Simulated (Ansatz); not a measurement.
Relaxing an invented B₅As₂ structure

Level of theory: DFT PBE, scalar-relativistic, plane waves, PAW (Ansatz 0.2.0). Cutoff 420 eV, Gaussian smearing, Γ-centred meshes. Cell and atoms relax first on a coarse mesh, the cell is then made exact in the group found at 0.06 to 0.08 Å, and last on a converged mesh; the steps can't lower the symmetry of their start. No spin polarisation.

The guess for B₅As₂ was proposed by analogy with related compounds (P-3m1, No. 164). Its size is a guess.

```cif
data_structure
_symmetry_space_group_name_H-M 'P-3m1'
_symmetry_Int_Tables_number 164
_cell_length_a 3.2000
_cell_length_b 3.2000
_cell_length_c 9.0000
_cell_angle_alpha 90.000
_cell_angle_beta 90.000
_cell_angle_gamma 120.000
_cell_volume 79.81
loop_
_atom_site_label
_atom_site_type_symbol
_atom_site_symmetry_multiplicity
_atom_site_Wyckoff_symbol
_atom_site_fract_x
_atom_site_fract_y
_atom_site_fract_z
_atom_site_occupancy
B1 B 1 a 0.00000 0.00000 0.00000 1
B2 B 2 d 0.66667 0.33333 0.00000 1
B3 B 2 c 0.00000 0.00000 0.40300 1
As1 As 2 d 0.66667 0.33333 0.66400 1
```

Energies over the elements count from the elements' standard structures at the same level, with no fitted energy shifts.

Question: Where does the relaxation end?

Answer: The symmetry stays P-3m1 (No. 164). The volume per atom shrinks by 6.5 %, from 11.4 to 10.7 Å³. The shortest distance goes from 1.75 Å (B–B) to 1.69 Å (B–B). Conventional cell: a = 3.165 Å, c = 8.597 Å. Around B on a site of symmetry -3m lie 6 B at 1.90 Å; B on a site of symmetry 3m is surrounded by 3 B at 1.90 Å, 1 As at 2.08 Å and 3 B at 2.12 Å; B on a second site of symmetry 3m has 1 B at 1.69 Å and 3 As at 2.01 Å; around As lie 4 B at 2.01–2.08 Å.

```cif
data_structure
_symmetry_space_group_name_H-M 'P-3m1'
_symmetry_Int_Tables_number 164
_cell_length_a 3.1653
_cell_length_b 3.1653
_cell_length_c 8.5965
_cell_angle_alpha 90.000
_cell_angle_beta 90.000
_cell_angle_gamma 120.000
_cell_volume 74.59
loop_
_atom_site_label
_atom_site_type_symbol
_atom_site_symmetry_multiplicity
_atom_site_Wyckoff_symbol
_atom_site_fract_x
_atom_site_fract_y
_atom_site_fract_z
_atom_site_occupancy
B1 B 1 a 0.00000 0.00000 0.00000 1
B2 B 2 d 0.66667 0.33333 0.93760 1
B3 B 2 c 0.00000 0.00000 0.40166 1
As1 As 2 d 0.66667 0.33333 0.69522 1
```

Question: How does it come out in energy, and is it a metal?

Answer: The formation energy is +0.35 eV/atom and the gap on the 12×12×4 mesh of the 7-atom cell is 0 eV (a metal).

It can't be a ground state, since the elements alone are lower.

The last run used Gaussian smearing of 0.10 eV. An odd number of electrons in the primitive cell allows no gap without spin; a larger cell or a magnetic state could open one. The cell is a metal run without spin; a magnetic state may lie lower. The reference form of As is held partly by dispersion forces, which this level lacks. A later test with randomly moved atoms led to a structure 55 meV/atom lower, so this end is a saddle point or a shallow minimum. Another cell of the same search, in C2/m, lies 55 meV/atom lower, so this cell isn't the stable form at this level.
